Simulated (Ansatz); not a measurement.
Mg (simple hexagonal, space group No. 191) at seven volumes, PBEsol (plane waves, PAW; program Ansatz), shape and atoms relaxed at each. One row is withheld.

```
V (Å³/atom)  P (GPa)
-----------  -------
22.738          3.18
23.487             ?
24.237          0.91
24.987          0.00
25.736         -0.78
26.486         -1.45
27.236         -2.03
```

Problem. Fit the shown pressures and predict the withheld one.

Solution. Third-order Birch–Murnaghan: P = (3/2)B₀(x^(7/2) − x^(5/2))[1 + (3/4)(B′ − 4)(x − 1)] with x = (V₀/V)^(2/3). Least squares on the six rows gives V₀ = 24.988 Å³/atom, B₀ = 27.96 GPa, B′ = 3.96. At V = 23.487, x = 1.0422 and P = 1.96 GPa. The run itself gave 1.96 GPa.

Space group P6/mmm (simple hexagonal). The workflow started from a Materials Project entry (that database holds measured and hypothetical structures alike); the Crystallography Open Database copy checked does not list it. It is not the phase usual at ambient conditions (space group No. 194). The cell was relaxed with PBEsol under the symmetry of its start. At this level the phase is dynamically unstable (imaginary phonons).

Potentials: the earlier of the program's two PAW sets. The files were generated under PBE; for other functionals the program regenerates the frozen cores, and for LDA and PBEsol the local potential too.
